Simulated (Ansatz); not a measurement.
# WS2 with Al replacing W: a run for the field gradients

```yaml
crystal:
  lattice:
    - [9.54, 0.0, 0.0]
    - [-4.77, 8.261882352, 0.0]
    - [0.0, 0.0, 12.5]
  atoms:
    - { symbol: Al, position: [0.1111111111, 0.2222222222, 0.25] }
    - { symbol: W, position: [0.1111111111, 0.5555555556, 0.25] }
    - { symbol: W, position: [0.1111111111, 0.8888888889, 0.25] }
    - { symbol: W, position: [0.4444444444, 0.2222222222, 0.25] }
    - { symbol: W, position: [0.4444444444, 0.5555555556, 0.25] }
    - { symbol: W, position: [0.4444444444, 0.8888888889, 0.25] }
    - { symbol: W, position: [0.7777777778, 0.2222222222, 0.25] }
    - { symbol: W, position: [0.7777777778, 0.5555555556, 0.25] }
    - { symbol: W, position: [0.7777777778, 0.8888888889, 0.25] }
    - { symbol: W, position: [0.2222222222, 0.1111111111, 0.75] }
    - { symbol: W, position: [0.2222222222, 0.4444444444, 0.75] }
    - { symbol: W, position: [0.2222222222, 0.7777777778, 0.75] }
    - { symbol: W, position: [0.5555555556, 0.1111111111, 0.75] }
    - { symbol: W, position: [0.5555555556, 0.4444444444, 0.75] }
    - { symbol: W, position: [0.5555555556, 0.7777777778, 0.75] }
    - { symbol: W, position: [0.8888888889, 0.1111111111, 0.75] }
    - { symbol: W, position: [0.8888888889, 0.4444444444, 0.75] }
    - { symbol: W, position: [0.8888888889, 0.7777777778, 0.75] }
    - { symbol: S, position: [0.1111111111, 0.2222222222, 0.625] }
    - { symbol: S, position: [0.1111111111, 0.5555555556, 0.625] }
    - { symbol: S, position: [0.1111111111, 0.8888888889, 0.625] }
    - { symbol: S, position: [0.4444444444, 0.2222222222, 0.625] }
    - { symbol: S, position: [0.4444444444, 0.5555555556, 0.625] }
    - { symbol: S, position: [0.4444444444, 0.8888888889, 0.625] }
    - { symbol: S, position: [0.7777777778, 0.2222222222, 0.625] }
    - { symbol: S, position: [0.7777777778, 0.5555555556, 0.625] }
    - { symbol: S, position: [0.7777777778, 0.8888888889, 0.625] }
    - { symbol: S, position: [0.2222222222, 0.1111111111, 0.125] }
    - { symbol: S, position: [0.2222222222, 0.4444444444, 0.125] }
    - { symbol: S, position: [0.2222222222, 0.7777777778, 0.125] }
    - { symbol: S, position: [0.5555555556, 0.1111111111, 0.125] }
    - { symbol: S, position: [0.5555555556, 0.4444444444, 0.125] }
    - { symbol: S, position: [0.5555555556, 0.7777777778, 0.125] }
    - { symbol: S, position: [0.8888888889, 0.1111111111, 0.125] }
    - { symbol: S, position: [0.8888888889, 0.4444444444, 0.125] }
    - { symbol: S, position: [0.8888888889, 0.7777777778, 0.125] }
    - { symbol: S, position: [0.1111111111, 0.2222222222, 0.875] }
    - { symbol: S, position: [0.1111111111, 0.5555555556, 0.875] }
    - { symbol: S, position: [0.1111111111, 0.8888888889, 0.875] }
    - { symbol: S, position: [0.4444444444, 0.2222222222, 0.875] }
    - { symbol: S, position: [0.4444444444, 0.5555555556, 0.875] }
    - { symbol: S, position: [0.4444444444, 0.8888888889, 0.875] }
    - { symbol: S, position: [0.7777777778, 0.2222222222, 0.875] }
    - { symbol: S, position: [0.7777777778, 0.5555555556, 0.875] }
    - { symbol: S, position: [0.7777777778, 0.8888888889, 0.875] }
    - { symbol: S, position: [0.2222222222, 0.1111111111, 0.375] }
    - { symbol: S, position: [0.2222222222, 0.4444444444, 0.375] }
    - { symbol: S, position: [0.2222222222, 0.7777777778, 0.375] }
    - { symbol: S, position: [0.5555555556, 0.1111111111, 0.375] }
    - { symbol: S, position: [0.5555555556, 0.4444444444, 0.375] }
    - { symbol: S, position: [0.5555555556, 0.7777777778, 0.375] }
    - { symbol: S, position: [0.8888888889, 0.1111111111, 0.375] }
    - { symbol: S, position: [0.8888888889, 0.4444444444, 0.375] }
    - { symbol: S, position: [0.8888888889, 0.7777777778, 0.375] }
total_charge: -1
kpoints:
  mp_grid: { grid: [3, 3, 2] }
scf:
  occupations: { method: fermi_dirac, width: 0.01 }
  mixing: { preconditioner: kerker_dos }
hamiltonian:
  xc: pbe
  pseudopotentials: { kind: nc }
output:
  forces: true
  stress: true
  populations: true
  efg:
    quadrupole_moments_barn: { Al: 0.1466, S: -0.0694 }
    contact_densities: true
```

```sh
ansatz run input.yaml --threads 4 --pin off --max-ram 8192MiB --backend cpu --events-out ev --progress --plain --runs-dir out
```

Problem. What happens when this input is run?

Solution. The input was rejected before any iteration. The program says:

```
Error: output.efg without hamiltonian.pseudopotentials.kind: paw|paw_fr|all_electron or hamiltonian.pseudopotentials.kind: all_electron — the all-electron EFG reconstruction needs the PAW one-centre densities; drop the efg request, or set kind: paw (paw_fr under spin-orbit coupling) (under a functional that reads the kinetic-energy density, kind: paw is refused in some combinations and carries risks of its own in the rest: see hamiltonian.xc for the refusals and hamiltonian.pseudopotentials.kind for the risks, both in the input reference; kind: paw is refused beside gw.static_remainder)
```

Against a sound input the change was `scf.mixing.preconditioner`: not typed → kerker_dos; `hamiltonian.pseudopotentials`: {kind: paw} → {kind: nc}. The message points to `hamiltonian.pseudopotentials`.

With the sound settings the run converges and gives V_zz (10²¹ V/m²) Al -1.25 (η 0.00), W2 -20.6 (η 0.25), W6 -16.07 (η 0.00), W8 -18.01 (η 0.00), W10 -18.08 (η 0.00), W12 -17.96 (η 0.01), among others; a site carries the number of its first atom in the input. The run isn't spin-polarised, and a state with spin may lie lower. The defect repeats with the cell of 54 atoms, so it feels its images: sites between two images don't show the values beside a lone defect, and zeros or small values of η there can come from the images' arrangement. S and W carry a gradient in the pure host already, so the values there aren't the defect's effect alone. A uniform background compensates the cell's charge. The defect cell has no gap above 0.1 eV on its mesh, so the values can hang on the smearing and the k-mesh. Without spin–orbit coupling the gradients at and beside W can be off by some per cent, at some sites by far more. The neighbours have not yet relaxed around the defect (largest force 0.68 eV/Å), and relaxing can change the values around it severalfold.
